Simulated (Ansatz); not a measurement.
**Al3Cu2: zone-centre modes under pressure**

Al3Cu2, P-3m1, a = 4.058 Å, c = 4.935 Å. The structure is a Materials Project entry; whether it is the stable form wasn't checked. Ansatz: LDA, PAW, 420 eV, Γ-centred 12×12×8 mesh on 5 atoms, Fermi-Dirac smearing 0.15 eV; no spin polarisation. Cell and atoms are relaxed at each pressure with the symmetry kept; optical modes at Γ by linear response, in cm⁻¹, matched by rank (the highest 3 distinct ones).

```tsv
P (GPa)	V (Å³/atom)	ω1	ω2	ω3
0	14.077	327.2	328.8	361.9
2	13.853	337.6	338.8	372.3
6	13.455	?	?	?
```

Task: Get each mode's Grüneisen parameter γ = −d ln ω/d ln V from the other rows and predict the missing frequencies.

Result: ln(V/V0) = 0.0000, -0.0160, -0.0452; a line through ln(ω/ω0) of the 2 known rows gives ω1: γ = 1.956, predicted 357.4, computed 356.5; ω2: γ = 1.873, predicted 357.8, computed 357.1; ω3: γ = 1.771, predicted 392.1, computed 391.3. The worst miss is 0.3 %, or 3 % of the shift under pressure, so a constant γ serves at that level. In a metal these frequencies hang on the mesh and smearing.